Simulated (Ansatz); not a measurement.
**Computed properties of Ni**

Ni:
```
CELL_PARAMETERS angstrom
     -1.38342     1.38342     1.38342
      1.38342    -1.38342     1.38342
      1.38342     1.38342    -1.38342
ATOMIC_POSITIONS crystal
  Ni 0.00000 0.00000 0.00000
```
The run is spin-polarised; directions of the spins, atom by atom: ↑.

Space group Im-3m (No. 229), bcc (W type); conventional cell a = b = c = 2.767 Å, α = β = γ = 90.00°.

Method: r²SCAN (plane waves, PAW; program Ansatz). The cell and atoms are relaxed at this level. Other levels are named where they apply.

**Cell and energy**

* **Volume per atom**: 10.59 Å³
* **Density**: 9.20 g/cm³

**Electronic structure**

* **Electronic character**: metallic (no gap)
* **Density of states at the Fermi level**: 1.1 states/eV per atom (mean over ±0.08 eV)

**Magnetism**

* **Magnetic order**: ferromagnetic
* **Net moment**: 0.63 μB per atom

**Mechanics**

* **Bulk modulus (Birch–Murnaghan fit)**: 214 GPa
* **Pressure derivative B′**: 5.0
* **Elastic constants (relaxed ions, GPa)**: C11 = 141, C12 = 253, C44 = 171
* **Mechanical stability**: unstable (C has a negative eigenvalue)

The workflow started from a Materials Project entry (that database holds measured and hypothetical structures alike); the Crystallography Open Database copy checked does not list it. It is not the phase usual at ambient conditions (space group No. 225). The cell was relaxed with r²SCAN under the symmetry of its start. Magnetic state: ferromagnetic, chosen from 3 collinear starts compared on coarse meshes (ties went to the first, and starts can fall back to one state), not a proven ground state. Other orbital occupations within this spin state were not tried. For itinerant 3d metals, meta-GGAs of the SCAN family and hybrids are commonly reported to give too large moments. As this level gives no gap, shear constants depend on the k-mesh and smearing (Fermi–Dirac, 0.1 eV here).

Potentials: the earlier of the program's two PAW sets.
